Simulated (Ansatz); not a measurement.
Ansatz input file:

```yaml
crystal:
  lattice:
    - [3.4976401603, 0.0, 0.0]
    - [0.0, 3.3980717203, 0.0]
    - [0.0, 0.0, 3.4976401603]
  atoms:
    - { symbol: Ga, position: [0.0, 0.0, 0.0] }
    - { symbol: C, position: [0.0, 0.5, 0.5] }
    - { symbol: C, position: [0.5, 0.0, 0.5] }
    - { symbol: C, position: [0.5, 0.5, 0.0] }
basis:
  ecutwfc: 420
kpoints:
  mp_grid: { grid: [10, 12, 10] }
hamiltonian:
  xc: pbe
scf:
  occupations: { method: gaussian, width: 0.1 }
output:
  forces: true
  stress: true
  eigenvalues: true
```

Launched with
```bash
ansatz run input.yaml --threads 1 --pin off --max-ram 1331MiB --backend cpu --events-out ev --progress --plain --runs-dir out
```

All numbers below come from Ansatz 0.2.0, DFT PBE, scalar-relativistic, plane waves, PAW.

Abridged output:

```
Pseudopotentials: kind: paw
Pseudopotential: Ga, paw, valence charge 13, recommended cutoff 420 eV (normal)
Pseudopotential: C, paw, valence charge 4, recommended cutoff 420 eV (normal)
Functional definition: PBE
Crystal: 4 atoms, lattice volume = 41.570 Å³
Basis set: ecut = 420 eV, 799 PW (Γ), exchange–correlation on 48×48×48 points (8 copies of the dense FFT grid, shifted against one another)
Bands: 17, of which v1, the nominal top of the filled ones, is band 13 counted from 1 (12 counted from 0)
Symmetry: 16 space group operations
Space group: P4/mmm (ITA 123), of the structure as read, at distance tolerance 3.5e-5 Å
k-points: 147 of 1200
Initial density: superposition of atomic densities (neutral atoms: chi_scale 0, normalization atom), corrected by the library's trained network
Initial wavefunctions: pseudopotential atomic-orbital guess
Functional: x = pbe(κ = 0.804, μ = 0.21951497), c = pbe(β = 0.06672455)
SCF iter   1: F=—  HF=-4522.705779 eV  |F-HF|=—  |Δ(HF+E_count)|=         —  Δρ=6.08e-3  dr2=7.91e-3  ethr=1.77e-3  ⟨swp⟩=4.9  Hψ=10535  notcnv=0
SCF iter   2: F=—  HF=-4522.705192 eV  |F-HF|=—  |Δ(HF+E_count)|=   5.87e-4  Δρ=3.58e-3  dr2=3.45e-3  ethr=3.17e-5  ⟨swp⟩=1.0  Hψ=3676  notcnv=0
SCF iter   3: F=—  HF=-4522.705020 eV  |F-HF|=—  |Δ(HF+E_count)|=   1.72e-4  Δρ=3.27e-4  dr2=3.27e-5  ethr=1.38e-5  ⟨swp⟩=2.4  Hψ=3328  notcnv=0
SCF iter   4: F=—  HF=-4522.705090 eV  |F-HF|=—  |Δ(HF+E_count)|=   7.01e-5  Δρ=2.33e-4  dr2=1.17e-5  ethr=1.31e-7  ⟨swp⟩=2.0  Hψ=4306  notcnv=0
SCF iter   5: F=—  HF=-4522.705085 eV  |F-HF|=—  |Δ(HF+E_count)|=   5.67e-6  Δρ=8.77e-5  dr2=1.54e-6  ethr=4.69e-8  ⟨swp⟩=2.4  Hψ=4203  notcnv=0
SCF iter   6: F=—  HF=-4522.705084 eV  |F-HF|=—  |Δ(HF+E_count)|=   3.03e-7  Δρ=2.64e-5  dr2=1.48e-7  ethr=6.17e-9  ⟨swp⟩=2.0  Hψ=3221  notcnv=0
SCF iter   7: F=-4522.705084 eV  HF=-4522.705084 eV  |F-HF|=3.74e-9  |Δ(HF+E_count)|=   3.12e-8  Δρ=3.79e-6  dr2=3.79e-9  ethr=4.00e-10  ⟨swp⟩=4.3  Hψ=7849  notcnv=0
SCF 1 converged in 7 iterations: F = -4522.705084 eV  dr2 = 3.79e-9
SCF converged after 7 iterations
Free energy (F): -4522.705084 eV
Harris-Foulkes:  -4522.705084 eV  (|F-HF|=3.74e-9)
Internal energy: -4522.695065 eV  (E = F + TS)
E sigma→0 (E₀):  -4522.700075 eV
Entropy (-TS):   -0.010019 eV (-2.505 meV/atom)
Fermi energy:    9.362241 eV
--- Per-component energies (eV) ---
  E_band       = -5.550785
  E_kinetic    = 341.718606
  E_local      = -2027.067982  (includes V_loc(G=0)·N_el)
  E_nonlocal   = 514.246543
  E_hartree    = 910.632496
  E_xc         = -203.250155
  E_vxc        = -223.527723  (∫ρ·V_xc dr)
  E_paw        = -2285.501163  (= ΣΔE_a)
  E_vpaw       = -432.186952  (= ΣTr[D̂ρ^β])
  E_aug_tail   = -0.000078  (compensation charges beyond the density's cutoff)
  E_ewald      = -1773.473332
  E_smearing   = -0.010019  (= −TS)
--- Forces (eV/Å), atoms counted from 1 ---
  atom   1  Ga     0.00000000     0.00000000     0.00000000
  atom   2  C      0.00000000     0.00000000     0.00000000
  atom   3  C      0.00000000     0.00000000     0.00000000
  atom   4  C      0.00000000     0.00000000     0.00000000
--- Stress (GPa, compression-positive) ---
      -12.851690       0.000000       0.000000
        0.000000     -15.666290       0.000000
        0.000000       0.000000     -12.851690
  P = ⅓ Tr σ = -13.7899 GPa (-137.899 kbar)
--- Band table (eV; the first three rows and the last of 147) ---
  k-point 0: bands = ["-5.9621", "-5.6937", "-5.6822", "-5.5596", "-5.5539", "-5.5539", "2.6431", "2.9502", "4.5456", "4.5456", "4.9065", "8.8232", "10.4756", "10.4756", "10.5273", "12.7542", "12.7770"]
  k-point 1: bands = ["-5.8588", "-5.6876", "-5.6777", "-5.5650", "-5.5593", "-5.5536", "1.8941", "2.9039", "4.6547", "5.0142", "5.1369", "9.1999", "10.3130", "10.3312", "10.4252", "12.5673", "12.6383"]
  k-point 2: bands = ["-5.6912", "-5.6755", "-5.5791", "-5.5735", "-5.5529", "-5.5199", "0.5267", "2.9765", "4.9768", "5.3324", "5.8848", "9.8227", "9.8516", "10.0415", "10.2747", "12.0822", "12.4570"]
  k-point 146: bands = ["-5.7461", "-5.7461", "-5.7253", "-5.5202", "-5.5035", "0.4260", "0.4674", "0.4674", "3.1199", "3.1199", "3.1325", "3.2891", "5.9191", "13.1431", "13.4175", "13.4175", "13.5781"]
```

The calculation finished and met its thresholds.